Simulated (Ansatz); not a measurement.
Rb:
```cif
data_Rb2
_chemical_formula_sum 'Rb2'
_space_group_name_H-M_alt 'Im-3m'
_space_group_IT_number 229
_space_group_name_Hall '-I 4 2 3'
_cell_length_a 5.74742
_cell_length_b 5.74742
_cell_length_c 5.74742
_cell_angle_alpha 90.000
_cell_angle_beta 90.000
_cell_angle_gamma 90.000
loop_
_atom_site_label
_atom_site_type_symbol
_atom_site_symmetry_multiplicity
_atom_site_Wyckoff_symbol
_atom_site_fract_x
_atom_site_fract_y
_atom_site_fract_z
_atom_site_occupancy
Rb1 Rb 2 a 0.00000 0.00000 0.00000 1
```
(The calculation used a cell of 1 atom; values per cell refer to that cell.)

Relaxed with the program Ansatz at the r²SCAN level (PAW). Indices refer to the conventional cell of Im-3m, a = b = c = 5.747 Å, α = β = γ = 90.00°.

Q: Simulate the powder diffraction pattern (Cu Kα1, λ = 1.54056 Å; lines above 1 %) up to 2θ = 90°.

A: Simulated powder pattern, Cu Kα1, λ = 1.54056 Å (kinematic, ideal powder, no thermal factors, no anomalous dispersion; the 30 strongest lines at most, above 1 %, up to 2θ = 90°):

| 2θ (°) | d (Å) | I/Imax (%) | hkl |
|---|---|---|---|
| 21.85 | 4.064 | 100 | (110) |
| 31.10 | 2.874 | 21 | (200) |
| 38.33 | 2.346 | 46 | (211) |
| 44.55 | 2.032 | 15 | (220) |
| 50.15 | 1.817 | 21 | (310) |
| 55.33 | 1.659 | 5.1 | (222) |
| 60.19 | 1.536 | 24 | (321) |
| 64.84 | 1.437 | 2.4 | (400) |
| 69.31 | 1.355 | 12 | (411)+(330) |
| 73.65 | 1.285 | 6.5 | (420) |
| 77.90 | 1.225 | 5.6 | (332) |
| 82.08 | 1.173 | 4.9 | (422) |
| 86.22 | 1.127 | 13 | (431)+(510) |

The cell was relaxed with r²SCAN under the symmetry of its start; phonons on a q-mesh show no instability.

Potentials: the later of the program's two PAW sets.
